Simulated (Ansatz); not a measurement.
Input, command and steps of an Ansatz relaxation.

```yaml
crystal:
  lattice:
    - [5.1268456201, 0.0, 0.0]
    - [-2.5634228101, 4.4399785483, 0.0]
    - [0.0, 0.0, 4.911188]
  atoms:
    - { symbol: Ti, position: [0.0, 0.670293, 0.75] }
    - { symbol: Ti, position: [0.0, 0.329707, 0.25] }
    - { symbol: Ti, position: [0.670293, 0.0, 0.75] }
    - { symbol: Ti, position: [0.670293, 0.670293, 0.25] }
    - { symbol: Ti, position: [0.329707, 0.329707, 0.75] }
    - { symbol: Ti, position: [0.329707, 0.0, 0.25] }
    - { symbol: O, position: [0.0, 0.0, 0.5] }
    - { symbol: O, position: [0.0, 0.0, 0.0] }
basis:
  ecutwfc: 500
kpoints:
  mp_grid: { grid: [12, 12, 8] }
hamiltonian:
  xc: r2scan
scf:
  occupations: { method: gaussian, width: 0.1 }
output:
  forces: true
  stress: true
  eigenvalues: true
relax:
  adjacent_minimum: "off"
  f_tol: 0.005
  max_steps: 80
  cell: { stress_tol: 0.05 }
```

```bash
ansatz run input.yaml --threads 2 --pin off --max-ram 5120MiB --backend cpu --events-out ev --progress --plain --runs-dir out
```

Method: DFT r2SCAN, scalar-relativistic, plane waves, PAW in Ansatz.

Of 6 frames 6 are shown, positions in Å and forces in eV/Å; the SCF threshold varies from step to step. Steps run on the plane waves of an earlier cell, with a Pulay correction in the pressure. The basis is chosen afresh for the last frame, the zero of the energies, and at times for earlier ones too; energy and pressure can step there, also at an unchanged geometry. Where two frames share a geometry here, they differ by under 2 meV/atom and 0.3 GPa.

```xyz
8
Lattice="5.1268 0.0000 0.0000 -2.5634 4.4400 0.0000 0.0000 0.0000 4.9112" Properties=species:S:1:pos:R:3:forces:R:3 pbc="T T T" step=1 free_energy_over_end_meV_per_atom=2.40 pressure_GPa=-2.32
Ti   -1.7182    2.9761    3.6834   -0.1188    0.2058    0.0000
Ti   -0.8452    1.4639    1.2278    0.1188   -0.2058    0.0000
Ti    3.4365    0.0000    3.6834    0.2376    0.0000    0.0000
Ti    1.7182    2.9761    1.2278    0.1188    0.2058    0.0000
Ti    0.8452    1.4639    3.6834   -0.1188   -0.2058    0.0000
Ti    1.6904    0.0000    1.2278   -0.2376    0.0000    0.0000
O     0.0000    0.0000    2.4556    0.0000    0.0000    0.0000
O     0.0000    0.0000    0.0000    0.0000    0.0000    0.0000
8
Lattice="5.1282 0.0000 0.0000 -2.5641 4.4411 0.0000 0.0000 0.0000 4.8477" Properties=species:S:1:pos:R:3:forces:R:3 pbc="T T T" step=2 free_energy_over_end_meV_per_atom=0.15 pressure_GPa=-0.06
Ti   -1.7199    2.9789    3.6358   -0.0696    0.1205    0.0000
Ti   -0.8442    1.4623    1.2119    0.0696   -0.1205    0.0000
Ti    3.4397    0.0000    3.6358    0.1392    0.0000    0.0000
Ti    1.7199    2.9789    1.2119    0.0696    0.1205    0.0000
Ti    0.8442    1.4623    3.6358   -0.0696   -0.1205    0.0000
Ti    1.6885    0.0000    1.2119   -0.1392    0.0000    0.0000
O     0.0000    0.0000    2.4238    0.0000    0.0000    0.0000
O     0.0000    0.0000    0.0000    0.0000    0.0000    0.0000
8
Lattice="5.1383 0.0000 0.0000 -2.5691 4.4499 0.0000 0.0000 0.0000 4.8520" Properties=species:S:1:pos:R:3:forces:R:3 pbc="T T T" step=3 free_energy_over_end_meV_per_atom=0.17 pressure_GPa=-0.25
Ti   -1.7282    2.9933    3.6390    0.0540   -0.0936    0.0000
Ti   -0.8410    1.4566    1.2130   -0.0540    0.0936    0.0000
Ti    3.4564    0.0000    3.6390   -0.1080    0.0000    0.0000
Ti    1.7282    2.9933    1.2130   -0.0540   -0.0936    0.0000
Ti    0.8410    1.4566    3.6390    0.0540    0.0936    0.0000
Ti    1.6819    0.0000    1.2130    0.1080    0.0000    0.0000
O     0.0000    0.0000    2.4260    0.0000    0.0000    0.0000
O     0.0000    0.0000    0.0000    0.0000    0.0000    0.0000
8
Lattice="5.1294 0.0000 0.0000 -2.5647 4.4422 0.0000 0.0000 0.0000 4.8538" Properties=species:S:1:pos:R:3:forces:R:3 pbc="T T T" step=4 free_energy_over_end_meV_per_atom=-0.10 pressure_GPa=-0.06
Ti   -1.7228    2.9839    3.6404   -0.0015    0.0026    0.0000
Ti   -0.8419    1.4583    1.2135    0.0015   -0.0026    0.0000
Ti    3.4455    0.0000    3.6404    0.0030    0.0000    0.0000
Ti    1.7228    2.9839    1.2135    0.0015    0.0026    0.0000
Ti    0.8419    1.4583    3.6404   -0.0015   -0.0026    0.0000
Ti    1.6839    0.0000    1.2135   -0.0030    0.0000    0.0000
O     0.0000    0.0000    2.4269    0.0000    0.0000    0.0000
O     0.0000    0.0000    0.0000    0.0000    0.0000    0.0000
8
Lattice="5.1286 0.0000 0.0000 -2.5643 4.4415 0.0000 0.0000 0.0000 4.8541" Properties=species:S:1:pos:R:3:forces:R:3 pbc="T T T" step=5 free_energy_over_end_meV_per_atom=-0.11 pressure_GPa=-0.01
Ti   -1.7225    2.9834    3.6406   -0.0009    0.0016    0.0000
Ti   -0.8418    1.4581    1.2135    0.0009   -0.0016    0.0000
Ti    3.4449    0.0000    3.6406    0.0018    0.0000    0.0000
Ti    1.7225    2.9834    1.2135    0.0009    0.0016    0.0000
Ti    0.8418    1.4581    3.6406   -0.0009   -0.0016    0.0000
Ti    1.6837    0.0000    1.2135   -0.0018    0.0000    0.0000
O     0.0000    0.0000    2.4271    0.0000    0.0000    0.0000
O     0.0000    0.0000    0.0000    0.0000    0.0000    0.0000
8
Lattice="5.1286 0.0000 0.0000 -2.5643 4.4415 0.0000 0.0000 0.0000 4.8541" Properties=species:S:1:pos:R:3:forces:R:3 pbc="T T T" step=6 free_energy_over_end_meV_per_atom=0.00 pressure_GPa=-0.02
Ti   -1.7225    2.9834    3.6406   -0.0009    0.0016    0.0000
Ti   -0.8418    1.4581    1.2135    0.0009   -0.0016    0.0000
Ti    3.4449    0.0000    3.6406    0.0018    0.0000    0.0000
Ti    1.7225    2.9834    1.2135    0.0009    0.0016    0.0000
Ti    0.8418    1.4581    3.6406   -0.0009   -0.0016    0.0000
Ti    1.6837    0.0000    1.2135   -0.0018    0.0000    0.0000
O     0.0000    0.0000    2.4271    0.0000    0.0000    0.0000
O     0.0000    0.0000    0.0000    0.0000    0.0000    0.0000
```

Time: 90 s on 2 threads of Intel(R) Xeon(R) 6975P-C (Granite Rapids), on a shared host, peak memory 1 GiB.

Spin polarisation was left out, and a magnetic state may lie lower.